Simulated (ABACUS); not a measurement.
Set-up for a self-consistent single point of HfN (Fm-3m, 8 atoms in the cell; from Materials Project mp-2828, changed as shown).

```xyz
8
Lattice="4.3989 0.0000 0.0000 0.0000 4.3989 0.0000 0.0000 0.0000 4.3989" Properties=species:S:1:pos:R:3 pbc="T T T"
Hf     0.0000     0.0000     0.0000
Hf     0.0000     2.1995     2.1995
Hf     2.1995     0.0000     2.1995
Hf     2.1995     2.1995     0.0000
N      2.1995     0.0000     0.0000
N      2.1995     2.1995     2.1995
N      0.0000     0.0000     2.1995
N      0.0000     2.1995     0.0000
```

Computed with LDA (PW92), numerical atomic orbitals DZP (confined pseudo-atomic orbitals with Gaussian additions; energy shift 0.01 Ry), PseudoDojo 0.4 standard norm-conserving LDA (tails mended) pseudopotentials (ABACUS).

ABACUS settings:

```
key                                                                   value
---------------  ----------------------------------------------------------
basis                   DZP numerical atomic orbitals, energy shift 0.01 Ry
KPT                                                    Gamma 10 10 10 0 0 0
basis_type                                                             lcao
dft_functional                                                        PWLDA
ecutwfc                                                              100 Ry
smearing_method                                                          fd
smearing_sigma                                                0.00734986 Ry
potentials       PseudoDojo 0.4 standard norm-conserving LDA (tails mended)
symmetry                                                                  1
ks_solver                                                           genelpa
scf_nmax                                                                100
scf_thr                                                             1.0e-06
mixing_type                                                           pulay
mixing_beta                                                             0.7
```

Results:

| Property | Value |
|---|---|
| Number of valence electrons | 68 |
| Number of bands | 44 |
| Number of k-points after the program's reduction | 56 |
| Size of the basis | 156 |
| Number of SCF iterations | 9 |
| Free energy E − TS | -7287.0957 eV |
| Fermi level (on the code's own zero) | 20.03 eV |
| Pressure | 15.06 GPa |

Stress (GPa, positive for compression):
```
15.06   0.00   0.00
 0.00  15.06   0.00
 0.00   0.00  15.06
```

For comparison: a first run was changed to give this one (lattice scaled by 0.98), and from it to this one the free energy rises by 17.7 meV/atom and the pressure goes from -5.40 to 15.06 GPa.

The atom-centred basis is finite, which shifts total energies and pressures against plane waves. The structure comes from a collection of computed structures, made at another level of theory; the collection holds predicted forms beside known ones. Its lattice was then scaled.

Cost on one core: roughly 60 core-seconds.

The atomic orbitals were generated for these runs; they are not ABACUS's published sets and were checked against plane waves on a few crystals only.

“Tails mended”: in these copies of the files the far tail of each local potential was reset to the Coulomb form.
